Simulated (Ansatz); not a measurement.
**Calculated with Ansatz: BaTiO₃, settings compared**

input.yaml:

```yaml
crystal:
  lattice:
    - [4.07203111, 0.0, 0.0]
    - [0.0, 4.07203111, 0.0]
    - [0.0, 0.0, 4.07203111]
  atoms:
    - { symbol: Ba, position: [0.0, 0.0, 0.0] }
    - { symbol: O, position: [0.5, 0.5, 0.0] }
    - { symbol: O, position: [0.0, 0.5, 0.5] }
    - { symbol: O, position: [0.5, 0.0, 0.5] }
    - { symbol: Ti, position: [0.5, 0.5, 0.5] }
  symmetry: { tolerance: 0.0003 }
kpoints:
  mp_grid: { grid: [5, 5, 5], shift: [0, 0, 0] }
magnetization:
  spin_polarized: false
scf:
  occupations: { method: fermi_dirac }
hamiltonian:
  pseudopotentials: { kind: paw }
  xc: r2scan
basis:
  ecutwfc: 500
output:
  forces: true
  stress: true
  eigenvalues: true
relax:
  max_steps: 40
  cell: {}
```

Run with:

```bash
ansatz run input.yaml --threads 1 --pin off --max-ram 2560MiB --backend cpu --events-out ev --progress --plain --runs-dir out
```

Origin of the cell: a database entry, scaled a little.

The smearing width isn't typed, so it takes its default of 0.1 eV.

Output of this run (shortened):

```
Pseudopotentials: kind: paw
Pseudopotential: Ba, paw, valence charge 10, recommended cutoff 500 eV (meta_gga), Ba.paw.azcp
Pseudopotential: O, paw, valence charge 6, recommended cutoff 500 eV (meta_gga), O.paw.azcp
Pseudopotential: Ti, paw, valence charge 12, recommended cutoff 500 eV (meta_gga), Ti.paw.azcp
Functional definition: r2SCAN
  exchange = r2scan_x(k0 = k0, k1 = k1, a1 = a1)
  correlation = r2scan_c
Crystal: 5 atoms, lattice volume = 67.520 Å³
Basis set: ecut = 500 eV, 1743 PW (Γ), exchange–correlation on 120×120×120 points (64 copies of the dense FFT grid, shifted against one another)
Bands: 25, of which v1, the nominal top of the filled ones, is band 20 counted from 1 (19 counted from 0)
Symmetry: 48 space group operations
[… 11 lines left out …]
Initial density: superposition of atomic densities (neutral atoms: chi_scale 0, normalization atom), corrected by the library's trained network
Functional: x = r2scan, c = r2scan; τ floored in thin density (d = 2e-4 eV/Å³)
SCF iter   1: F=—  HF=-10183.604692 eV  Δρ=2.24e-2  dr2=4.41e-1  dr2_τ=2.22e-1
SCF iter   2: F=—  HF=-10183.687417 eV  Δρ=1.29e-2  dr2=7.70e-2  dr2_τ=2.62e-2  defer=2
SCF iter   3: F=—  HF=-10183.676934 eV  Δρ=3.69e-3  dr2=6.76e-3  dr2_τ=4.56e-4  defer=2
SCF iter   4: F=—  HF=-10183.675942 eV  Δρ=1.66e-3  dr2=1.44e-3  dr2_τ=2.08e-4  defer=2
SCF iter   5: F=—  HF=-10183.675744 eV  Δρ=3.48e-4  dr2=6.81e-5  dr2_τ=4.79e-6  defer=2
SCF iter   6: F=—  HF=-10183.675744 eV  Δρ=7.94e-5  dr2=5.22e-6  dr2_τ=3.17e-7  defer=2
SCF iter   7: F=-10183.675743 eV  HF=-10183.675743 eV  Δρ=9.29e-6  dr2=5.75e-8  dr2_τ=1.23e-8
relax step   1: F+E_penalty+E_count = -10183.675743 eV  Δ(F+E_penalty+E_count) = +0.000e0 eV  max|allowed force component| = 0.0 eV/Å  Δτ_max = 0.0000 Å  P = -9.208 GPa  Ω = 67.520 Å³  (7 SCF […]
relax step   2: F+E_penalty+E_count = -10183.789769 eV  Δ(F+E_penalty+E_count) = -1.140e-1 eV  max|allowed force component| = 0.0 eV/Å  Δτ_max = 0.0000 Å  P = +1.690 GPa  Ω = 63.128 Å³  energ […]
relax step   3: F+E_penalty+E_count = -10183.792535 eV  Δ(F+E_penalty+E_count) = -2.766e-3 eV  max|allowed force component| = 0.0 eV/Å  Δτ_max = 0.0000 Å  P = -0.174 GPa  Ω = 63.772 Å³  energ […]
relax step   4: F+E_penalty+E_count = -10183.792591 eV  Δ(F+E_penalty+E_count) = -5.625e-5 eV  max|allowed force component| = 0.0 eV/Å  Δτ_max = 0.0000 Å  P = -0.002 GPa  Ω = 63.711 Å³  energ […]
relax step   5: F+E_penalty+E_count = -10183.791027 eV  Δ(F+E_penalty+E_count) = +1.564e-3 eV  max|allowed force component| = 0.0 eV/Å  Δτ_max = 0.0000 Å  P = +0.014 GPa  Ω = 63.711 Å³  stress off target by 1.40e-2 GPa […]
SCF 5 converged in 6 iterations: F = -10183.791027 eV  dr2 = 3.83e-11
basis re-selected at this cell: Δ(F+E_penalty+E_count) = +1.564e-3 eV, ΔP = +0.016 GPa vs the last step (what re-selecting the basis moved, of the pressure what is left beyond the Pulay corre […]
SCF converged after 6 iterations
Free energy (F): -10183.791027 eV
Harris-Foulkes:  -10183.791027 eV  (|F-HF|=3.27e-11)
Internal energy: -10183.791019 eV  (E = F + TS)
E sigma→0 (E₀):  -10183.791023 eV
Entropy (-TS):   -0.000009 eV (-0.002 meV/atom)
Fermi energy:    11.183399 eV
--- Per-component energies (eV) ---
  E_band       = -170.398245
  E_kinetic    = 974.016914
  E_local      = -2083.813051  (includes V_loc(G=0)·N_el)
  E_nonlocal   = 199.319239
  E_hartree    = 814.228939
  E_xc         = -475.517439
  E_vxc        = -604.449545  (∫ρ·V_xc dr)
  E_paw        = -6784.856514  (= ΣΔE_a)
  E_vpaw       = -320.647660  (= ΣTr[D̂ρ^β])
  E_aug_tail   = 0.002993  (compensation charges beyond the density's cutoff)
  E_vtau       = 36.714944  (kinetic-family band-sum trace: ∫τ·v_τ [+ j·A + Jᵃ·Aᵃ] dr)
  E_ewald      = -2826.893237
  E_core_change = -0.278864  (= ΣΔE_core)
  E_smearing   = -0.000009  (= −TS)
  Σ components = -10183.791027   (vs F -10183.791027, Δ=0.00e0)
--- Forces (eV/Å), atoms counted from 1 ---
  atom   1  Ba     0.000000     0.000000    -0.000000
  atom   2  O     -0.000000     0.000000    -0.000000
  atom   3  O     -0.000000     0.000000    -0.000000
  atom   4  O      0.000000     0.000000     0.000000
  atom   5  Ti     0.000000     0.000000    -0.000000
  max |Σ_I F_I| component: 0.0 eV/Å
--- Stress (GPa, compression-positive) ---
        0.013996      -0.000000       0.000000
       -0.000000       0.013996       0.000000
        0.000000       0.000000       0.013996
  P = ⅓ Tr σ = 0.0140 GPa (0.140 kbar)
--- Relaxed structure (4 steps of the walk, 4 accepted, 1 SCFs on fresh bases) ---
  F+E_penalty+E_count = -10183.791027 eV   max|allowed force component| = 0.0 eV/Å   (the final SCF, on the basis selected at the relaxed cell)
  cell:  # Å, volume = 63.7111 Å³
    - [3.993973, 0.0, 0.0]
    - [0.0, 3.993973, 0.0]
    - [0.0, 0.0, 3.993973]
  atoms:
    - { symbol: Ba, position: [0.0, 0.0, 0.0] }
    - { symbol: O, position: [0.500000, 0.5, 0.0] }
    - { symbol: O, position: [0.0, 0.5, 0.500000] }
    - { symbol: O, position: [0.500000, 0.0, 0.500000] }
    - { symbol: Ti, position: [0.500000, 0.5, 0.500000] }
```

The same input was run again with these changes:

1. `hamiltonian.hubbard` default → { sites: [{ species: Ti, l: d, u_eff: 2.0 }], double_counting: fll }
2. `magnetization` { spin_polarized: false } → { spin_polarized: true } (starts: ferro); `basis.ecutrho_ratio` default → 12; typed moments: Ba1 3, O2 2, O3 2, O4 2, Ti5 3
3. `scf.occupations.method` fermi_dirac → tetrahedron_uncorrected
4. `basis.xc_grid` default → 1; `scf.occupations.method` fermi_dirac → cold; `scf.occupations.width` default → 0.1

```json
{"run": "base", "end": "converged", "SCF iterations": "29", "volume (Å³/atom)": "12.74", "max force component (eV/Å)": "0.000", "moment (μB)": "–", "ΔE(σ→0) (meV/atom)": "0"}
{"run": "1", "end": "converged", "SCF iterations": "30", "volume (Å³/atom)": "12.79", "max force component (eV/Å)": "0.000", "moment (μB)": "–", "ΔE(σ→0) (meV/atom)": "–"}
{"run": "2", "end": "converged", "SCF iterations": "61", "volume (Å³/atom)": "12.74", "max force component (eV/Å)": "0.000", "moment (μB)": "0.00", "ΔE(σ→0) (meV/atom)": "0.00"}
{"run": "3", "end": "converged", "SCF iterations": "29", "volume (Å³/atom)": "12.74", "max force component (eV/Å)": "0.000", "moment (μB)": "–", "ΔE(σ→0) (meV/atom)": "0.00"}
{"run": "4", "end": "converged", "SCF iterations": "29", "volume (Å³/atom)": "12.75", "max force component (eV/Å)": "0.000", "moment (μB)": "–", "ΔE(σ→0) (meV/atom)": "-0.25"}
```

Energies are compared only where functional, datasets, charge and starting cell are the same.

Caveats of the base run: the relaxation held the start's symmetry, so the end may be a saddle point.

Run 2: a starting moment was lost; typed moments were cut to what the open shells hold.
Run 3: forces and stress under tetrahedra may miss the slope of the energy.

The base run took 8.9 s on 1 thread of Intel(R) Xeon(R) 6975P-C (Granite Rapids), with other jobs on the host, peak memory 0.49 GiB, from the program's own first density.
